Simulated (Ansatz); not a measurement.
The start is a relaxed MgF2 cell shaken by Gaussian noise of σ = 0.08 Å a coordinate. A full variable-cell relaxation at zero pressure is run with PBE (plane waves to 420 eV, PAW, scalar-relativistic; Ansatz, a first-principles code). The first steps use a coarse 4×4×7 k-mesh.

The start:
```
CELL_PARAMETERS angstrom
      6.51582     0.00000     0.00000
     -3.25791     5.64286     0.00000
      0.00000     0.00000     3.11841
ATOMIC_POSITIONS crystal
  F  0.32819 0.99817 0.96459
  F  0.00796 0.33863 0.98873
  F  0.67077 0.68192 0.99005
  F  0.65757 0.97440 0.00047
  F  0.02351 0.68791 0.04725
  F  0.33657 0.34933 0.98626
  Mg 0.99348 0.00290 0.47427
  Mg 0.33579 0.65742 0.96425
  Mg 0.67186 0.32378 0.97237
```

* **Largest initial force**: 3.38 eV/Å, on F4 (atoms numbered as listed)
* **Energy released**: 1.21 eV/atom
* **Volume change**: -12.0 %, from 12.74 to 11.21 Å³/atom
* **Shortest distances (start → end)**: The closest pairs of elements (up to four, under 3.6 Å), start → end: F–F 1.95 → 2.73 Å; F–Mg 2.01 → 2.01 Å; Mg–Mg 3.12 → 2.95 Å
* **Band gap at the end**: 6.83 eV, direct at Γ (no spin-orbit coupling)
* **Optimiser moves**: 24

Final structure:

Space group P-31m (No. 162); a = b = 5.108 Å, c = 4.462 Å, α = β = 90.00°, γ = 120.00°

```
atom  site  symmetry       x       y       z
----  ----  --------  ------  ------  ------
F       6k       ..m  0.3328  0.3328  0.2392
Mg      1b      -3.m  0.0000  0.0000  0.5000
Mg      2c       3.2  0.3333  0.6667  0.0000
```

Final values are on a 8×8×8 k-mesh of the relaxed cell. No spin polarisation in the result.

The relaxed structure here is a generated cell of MgF2: the first start was made by a random draw of sites in a space group, and the end was not matched to a known phase here, so it may be hypothetical. Known forms of MgF2 include space group No. 136.
